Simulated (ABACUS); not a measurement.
Input and output of a self-consistent single point for GeRh (Pnma, 8 atoms in the cell; from Materials Project mp-22239, changed as shown) (ABACUS).

All values come from this method and carry its errors: PBEsol, PseudoDojo 0.4 standard norm-conserving PBEsol (tails mended) pseudopotentials (plane waves; ABACUS).

The change in words: lattice vector a scaled by 1.01. Reference geometry (Pnma):
```
CELL_PARAMETERS angstrom
      5.78615     0.00000     0.00000
      0.00000     3.35979     0.00000
      0.00000     0.00000     6.58665
ATOMIC_POSITIONS crystal
  Ge 0.80826 0.75000 0.43643
  Ge 0.19174 0.25000 0.56357
  Ge 0.69174 0.25000 0.93643
  Ge 0.30826 0.75000 0.06357
  Rh 0.99544 0.75000 0.79662
  Rh 0.00456 0.25000 0.20338
  Rh 0.50456 0.25000 0.29662
  Rh 0.49544 0.75000 0.70338
```

Reference input (self-consistent single point, DFT, PBEsol, plane waves, PseudoDojo 0.4 standard norm-conserving PBEsol (tails mended) pseudopotentials): KPT = Gamma 3 4 2 0 0 0; basis_type = pw; ecutwfc = 88 Ry; smearing_method = gaussian; smearing_sigma = 0.00367493 Ry; potentials = PseudoDojo 0.4 standard norm-conserving PBEsol (tails mended); symmetry = 1; symmetry_prec = 1e-05; ks_solver = dav_subspace; scf_nmax = 100; scf_thr = 1.0e-09 Ry; mixing_type = broyden. This run's input differs from it in these lines:

```diff
@@ -26,3 +26,3 @@
 LATTICE_VECTORS
-  10.9342463749    0.0000000000    0.0000000000
+  11.0435897079    0.0000000000    0.0000000000
    0.0000000000    6.3490791568    0.0000000000
```

Output (repeated stretches shortened):

```
 SELF-CONSISTENT
 -------------------------------------------
                                 init_chg = atomic

 PW ALGORITHM --------------- ION=   1  ELEC=   1--------------------------------

 Notice: Threshold on eigenvalues was too large.

 Density error is 0.533301317993
                          Error Threshold = 0.000432799440141
 E_KohnSham     -1651.3639427222     -22467.9590927680
 E_Fermi        1.2227385543         16.6362115029

 PW ALGORITHM --------------- ION=   1  ELEC=   2--------------------------------

 Density error is 2.34223645389
                          Error Threshold = 0.000430081708059
   [... lines left out ...]

 Density error is 3.17409148388e-09
                          Error Threshold = 3.68166636716e-11
 E_KohnSham     -1651.6386120466     -22471.6961606449
 E_Fermi        1.1828477211         16.0934688739

 PW ALGORITHM --------------- ION=   1  ELEC=   9--------------------------------

 Density error is 2.98967930281e-10
                          Error Threshold = 2.55975119668e-12
 E_KohnSham     -1651.6386120471     -22471.6961606524
 E_KS(sigma->0) -1651.6382994857     -22471.6919080361
 E_entropy(-TS) -0.0006251229        -0.0085052327
 E_Fermi        1.1828492739         16.0934900007
 charge density convergence is achieved
 final etot is -22471.696161 eV
 EFERMI = 16.093490001 eV

 STATE ENERGY(eV) AND OCCUPATIONS    NSPIN == 1
   [... 72 lines left out ...]

 TOTAL-FORCE (eV/Angstrom)
                       Ge1        -0.2427476379         0.0000000000        -0.2759256966
                       Ge2         0.2427476379         0.0000000000         0.2759256966
                       Ge3         0.2427476379         0.0000000000        -0.2759256966
                       Ge4        -0.2427476379         0.0000000000         0.2759256966
                       Rh1         0.0527058343         0.0000000000         0.0553749710
                       Rh2        -0.0527058343         0.0000000000        -0.0553749710
                       Rh3        -0.0527058343         0.0000000000         0.0553749710
   [... lines left out ...]

 TOTAL-STRESS (KBAR)
      -156.2121462056        -0.0000000000         0.0000000000
         0.0000000000       -83.4432698368         0.0000000000
         0.0000000000         0.0000000000      -149.9837524604
 TOTAL-PRESSURE: -129.879723 KBAR

 --------------------------------------------
 !FINAL_ETOT_IS -22471.6961606524419039 eV
 --------------------------------------------
```

The run converged in 9 iterations. Against the reference run the free energy rises by 14.4 meV/atom, the pressure goes from -11.58 to -12.99 GPa and the largest force hardly changes (0.376 to 0.368 eV/Å).

The structure comes from a collection of computed structures, made at another level of theory; the collection holds predicted forms beside known ones. Its lattice was then scaled. No clean gap shows at this smearing width and mesh (spacing up to 0.48 Å⁻¹); the mesh is coarse for partly filled bands, so the values carry mesh errors.

Cost on one core: about 5 core-minutes (a rough figure).

“Tails mended”: in these copies of the files the far tail of each local potential was reset to the Coulomb form.
